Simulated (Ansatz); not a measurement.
Cd (hcp, Mg type)

```
Cd
1.0
    3.01593     0.00000     0.00000
   -1.50796     2.61187     0.00000
    0.00000     0.00000     5.82164
Cd
2
Direct
  0.33333   0.66667   0.75000
  0.66667   0.33333   0.25000
```

The relaxed cell is deformed in two ways at once: its volume V is scaled, and at that volume it is stretched along z (the c axis of the conventional cell) so that c/a changes. Fractional atomic positions are held.

All values below come from PBE (plane waves to 420 eV, PAW, scalar-relativistic; Ansatz, a program for electronic structure). k mesh 18×18×8 (Γ-centred), Fermi-Dirac smearing 0.05 eV. Compression counts positive. With partly filled bands, the response to shear is sensitive to the k mesh, so small differences along c/a are uncertain. Cd was relaxed with its symmetry unable to fall. The PAW data are Ansatz's earlier set. The relaxed volume of Cd is well above the measured one; the method has no dispersion term.

At one point of the scan the stress tensor (GPa) is:

```
    1.0      0.0      0.0
    0.0      1.0      0.0
    0.0      0.0      1.1
```

**Question.** Which point is it?
A. V/V₀ = 0.987, (c/a)/(c/a)₀ = 0.947
B. V/V₀ = 1.000, (c/a)/(c/a)₀ = 1.027
C. V/V₀ = 0.973, (c/a)/(c/a)₀ = 0.973
D. V/V₀ = 0.987, (c/a)/(c/a)₀ = 1.027

**Answer.** C, V/V₀ = 0.973, (c/a)/(c/a)₀ = 0.973

(A scan under strain: stresses follow from slopes of the energy per volume, elastic moduli from its curvatures.)
